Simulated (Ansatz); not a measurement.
AlP:
```xyz
6
Lattice="3.8209 0.0000 0.0000 -1.9105 3.3090 0.0000 0.0000 0.0000 8.6329" Properties=species:S:1:pos:R:3 pbc="T T T"
Al    -0.9549     1.6539     5.7553
Al     0.9556     1.6551     0.0000
Al     1.9098     0.0000     2.8776
P     -0.9550     1.6541     1.4388
P      0.9554     1.6549     4.3165
P      1.9100     0.0000     7.1941
```

Relaxed with PBEsol. Plane-wave PAW PBEsol (Ansatz code) gives a gap of 0.84 eV.

Problem. What gap does HSE06 give on the same cell (Ansatz, PAW)?

Solution. 1.57 eV, 0.73 eV more. The hybrid was solved on a coarser mesh and at special points; the gap given is the minimum over both.

Cost on shared cores: the PBEsol run (SCF on a 8×8×4 mesh, then bands and DOS) very roughly 40 core-seconds, the HSE06 run (SCF on 5×5×2, then a few points) very roughly 30 core-seconds; the tasks are unlike.

Space group P6_422. The start of the workflow was typed in or built on a structure type; neither database checked (COD, Materials Project) lists it. It is not the phase usual at ambient conditions (space group No. 216). Symmetry was held in the PBEsol relaxation; its stability against distortions is not shown here.

Potentials: the earlier of the program's two PAW sets. The files were generated under PBE; for other functionals the program regenerates the frozen cores, and for LDA and PBEsol the local potential too.
